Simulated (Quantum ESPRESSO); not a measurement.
Empty bands for a GW run on LiO2H3 (space group P-1, No. 2, within 0.06 Å of C2/m): 165 bands on a 4×2×2 mesh, PBEsol, PseudoDojo standard norm-conserving files, scalar-relativistic, Quantum ESPRESSO. The input, in which only the diagonalization keyword changes:

```
&CONTROL
  calculation = 'nscf'
  pseudo_dir = './pseudo'
  outdir = './out'
/
&SYSTEM
  ibrav = 0
  nat = 12
  ntyp = 3
  ecutwfc = 84.0
  ecutrho = 336.0
  occupations = 'fixed'
  force_symmorphic = .true.
  nbnd = 165
/
&ELECTRONS
  conv_thr = 1.2000000000000002e-08
  diago_full_acc = .true.
  diago_thr_init = 1e-08
  diagonalization = 'david'
/
ATOMIC_SPECIES
H 1.0080 H.upf
Li 6.9400 Li.upf
O 15.9990 O.upf
CELL_PARAMETERS angstrom
  3.127930000000   0.000000000000   0.000000000000
 -1.260018000000   5.354833000000   0.000000000000
 -1.298563000000  -0.912274000000   5.275333000000
ATOMIC_POSITIONS crystal
H   0.640210000000   0.482150000000   0.244660000000
H   0.359790000000   0.517850000000   0.755340000000
H   0.357700000000   0.255870000000   0.016830000000
H   0.642300000000   0.744130000000   0.983170000000
H   0.182570000000   0.764270000000   0.268600000000
H   0.817430000000   0.235730000000   0.731400000000
Li   0.000950000000   0.152200000000   0.346180000000
Li   0.999050000000   0.847800000000   0.653820000000
O   0.498810000000   0.293630000000   0.205650000000
O   0.501190000000   0.706370000000   0.794350000000
O   0.891320000000   0.785080000000   0.286650000000
O   0.108680000000   0.214920000000   0.713350000000
K_POINTS automatic
4 2 2 0 0 0
```

```tsv
diagonalization	mean iterations per k point	rough time	largest change of an eigenvalue (eV)
david	19	1	–
cg	43	about 7×	6e-07
paro	13	within a factor of two	8e-08
```

An iteration means different work in each solver, so the counts don't rank them. Times are rough ratios from shared machines.

Geometry of the Materials Project entry, not relaxed at this level.
